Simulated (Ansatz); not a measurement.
A relaxation computed with Ansatz, from input to last step.

```yaml
crystal:
  lattice:
    - [6.319311421, 0.0, 0.0]
    - [-3.1596557105, 5.472684225, 0.0]
    - [0.0, 0.0, 3.7572502871]
  atoms:
    - { symbol: Zr, position: [0.4189640927, 0.4189640927, 0.5] }
    - { symbol: Zr, position: [0.5810359073, 0.0, 0.5] }
    - { symbol: Zr, position: [0.0, 0.5810359073, 0.5] }
    - { symbol: As, position: [0.0, 0.0, 0.5] }
    - { symbol: As, position: [0.6666666667, 0.3333333333, 0.0] }
    - { symbol: As, position: [0.3333333333, 0.6666666667, 0.0] }
    - { symbol: Ru, position: [0.0, 0.2448394928, 0.0] }
    - { symbol: Ru, position: [0.2448394928, 0.0, 0.0] }
    - { symbol: Ru, position: [0.7551605072, 0.7551605072, 0.0] }
basis:
  ecutwfc: 500
kpoints:
  mp_grid: { grid: [6, 6, 10] }
hamiltonian:
  xc: r2scan
scf:
  occupations: { method: gaussian, width: 0.1 }
output:
  forces: true
  stress: true
  eigenvalues: true
relax:
  adjacent_minimum: "off"
  f_tol: 0.01
  max_steps: 30
  cell: { stress_tol: 0.1, fix: [volume] }
```

```bash
ansatz run input.yaml --threads 2 --pin off --max-ram 5120MiB --backend cpu --events-out ev --progress --plain --runs-dir out
```

Computed with DFT r2SCAN, scalar-relativistic, plane waves, PAW in Ansatz 0.2.0.

The volume is held at 0.88 times that of the relaxed cell.

Of 4 frames 3 are shown, positions in Å and forces in eV/Å; the SCF threshold varies from step to step. Steps run on the plane waves of an earlier cell, with a Pulay correction in the pressure. The basis is chosen afresh for the last frame, the zero of the energies, and at times for earlier ones too; energy and pressure can step there, also at an unchanged geometry. Where two frames share a geometry here, they differ by under 2 meV/atom and 0.3 GPa. The mark taken_back stands on steps that the optimiser undid.

```xyz
9
Lattice="6.3193 0.0000 0.0000 -3.1597 5.4727 0.0000 0.0000 0.0000 3.7572" Properties=species:S:1:pos:R:3:forces:R:3 pbc="T T T" step=1 free_energy_over_end_meV_per_atom=0.03 pressure_GPa=34.19
Zr    1.3238    2.2929    1.8786    0.0118    0.0204    0.0000
Zr    3.6717    0.0000    1.8786   -0.0236    0.0000    0.0000
Zr   -1.8359    3.1798    1.8786    0.0118   -0.0204    0.0000
As    0.0000    0.0000    1.8786    0.0000    0.0000    0.0000
As    3.1597    1.8242    0.0000    0.0000    0.0000    0.0000
As    0.0000    3.6485    0.0000    0.0000    0.0000    0.0000
Ru   -0.7736    1.3399    0.0000   -0.0266    0.0461    0.0000
Ru    1.5472    0.0000    0.0000    0.0532    0.0000    0.0000
Ru    2.3860    4.1328    0.0000   -0.0266   -0.0461    0.0000
9
Lattice="6.3244 0.0000 0.0000 -3.1622 5.4771 0.0000 0.0000 0.0000 3.7513" Properties=species:S:1:pos:R:3:forces:R:3 pbc="T T T" step=2 free_energy_over_end_meV_per_atom=0.03 pressure_GPa=34.15 taken_back
Zr    1.3258    2.2963    1.8756   -0.0134   -0.0232    0.0000
Zr    3.6728    0.0000    1.8756    0.0268    0.0000    0.0000
Zr   -1.8364    3.1808    1.8756   -0.0134    0.0232    0.0000
As    0.0000    0.0000    1.8756    0.0000    0.0000    0.0000
As    3.1622    1.8257    0.0000    0.0000    0.0000    0.0000
As    0.0000    3.6514    0.0000    0.0000    0.0000    0.0000
Ru   -0.7758    1.3437    0.0000    0.0275   -0.0476    0.0000
Ru    1.5515    0.0000    0.0000   -0.0550    0.0000    0.0000
Ru    2.3864    4.1334    0.0000    0.0275    0.0476    0.0000
9
Lattice="6.3218 0.0000 0.0000 -3.1609 5.4748 0.0000 0.0000 0.0000 3.7543" Properties=species:S:1:pos:R:3:forces:R:3 pbc="T T T" step=4 free_energy_over_end_meV_per_atom=0.00 pressure_GPa=34.17
Zr    1.3247    2.2945    1.8772    0.0000    0.0001    0.0000
Zr    3.6724    0.0000    1.8772   -0.0001    0.0000    0.0000
Zr   -1.8362    3.1804    1.8772    0.0000   -0.0001    0.0000
As    0.0000    0.0000    1.8772    0.0000    0.0000    0.0000
As    3.1609    1.8249    0.0000    0.0000    0.0000    0.0000
As    0.0000    3.6499    0.0000    0.0000    0.0000    0.0000
Ru   -0.7747    1.3418    0.0000    0.0001   -0.0002    0.0000
Ru    1.5493    0.0000    0.0000   -0.0002    0.0000    0.0000
Ru    2.3862    4.1331    0.0000    0.0001    0.0002    0.0000
```

It took 3 min on 2 threads of Intel(R) Xeon(R) Processor @ 2.70GHz, on a shared host, peak memory 0.96 GiB.